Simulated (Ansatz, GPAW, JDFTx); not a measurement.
## One calculation of SnSe, 3 ways

```
Sn Se
1.0
     0.00000    3.01000    3.01000
     3.01000    0.00000    3.01000
     3.01000    3.01000    0.00000
Sn Se
1 1
Direct
  0.00000 0.00000 0.00000
  0.50000 0.50000 0.50000
```

Measurements of this composition are mostly on another form, of space group No. 62.

Alike in all runs: task single point; functional PBEsol; k mesh 8 × 8 × 8; occupations gaussian, width 0.1 eV; no spin polarisation; no spin-orbit coupling. Pressure is positive in compression and, in plane waves, holds the error of the finite cutoff.

| program and potentials | plane-wave cutoff (eV) | notes | band gap (eV) | pressure (GPa) |
| --- | --- | --- | --- | --- |
| Ansatz, all-electron LAPW, scalar-relativistic | - | - | ? | ? |
| GPAW, PAW data sets generated for this functional | 600 | 10 valence electrons an atom on average | 0.66 | -2.10 |
| JDFTx, PseudoDojo-SR-PBEsol-0.4.1-standard with smoothed tails | 1170 | 15 valence electrons an atom on average | 0.64 | -1.91 |

**Question.** Estimate from the other rows what the run with Ansatz, all-electron LAPW, scalar-relativistic gave.

**Answer.** Band gap 0.65 eV; pressure -1.93 GPa. The other rows, which needn't bracket it: band gap 0.64 to 0.66; pressure -2.10 to -1.91.
